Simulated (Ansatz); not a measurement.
TePt:
```xyz
2
Lattice="3.4271 0.0000 0.0000 0.0000 3.4271 0.0000 0.0000 0.0000 3.4283" Properties=species:S:1:pos:R:3 pbc="T T T"
Pt     0.0000     0.0000     0.0000
Te     1.7136     1.7136     1.7142
```

Relaxed with DFT-r²SCAN in the program Ansatz with PAW potentials. Indices refer to the conventional cell of Pm-3m, a = b = c = 3.4275 Å, α = β = γ = 90.00°.

Problem. Simulate the powder diffraction pattern (Cu Kα, λ = 1.54184 Å; lines above 1 %) up to 2θ = 90°.

Solution. Simulated powder pattern, Cu Kα, λ = 1.54184 Å (kinematic, ideal powder, no thermal factors, no anomalous dispersion; the 30 strongest lines at most, above 1 %, up to 2θ = 90°):

```tsv
2θ (°)	d (Å)	I/Imax (%)	hkl
26.00	3.428	6.1	(100)
37.09	2.424	100	(110)
45.86	1.979	2.0	(111)
53.47	1.714	18	(200)
60.39	1.533	2.8	(210)
66.86	1.399	36	(211)
79.01	1.212	11	(220)
84.87	1.143	1.5	(221)+(300)
```

The start of the workflow was typed in or built on a structure type; neither database checked (COD, Materials Project) lists it. COD files the formula under space group No. 166, 194. Whether it is the stable phase at ambient conditions was not checked. The r²SCAN relaxation kept the symmetry of its start; whether a distortion lowers the energy is not shown. The run is not spin-polarised. Its formation energy is positive at this level, so the cell may be metastable or incomplete. Point labels and valley counts follow the cell and symmetry of the run, lower than the named group. Spin–orbit coupling is left out wherever it is not named.

Potentials: the later of the program's two PAW sets.
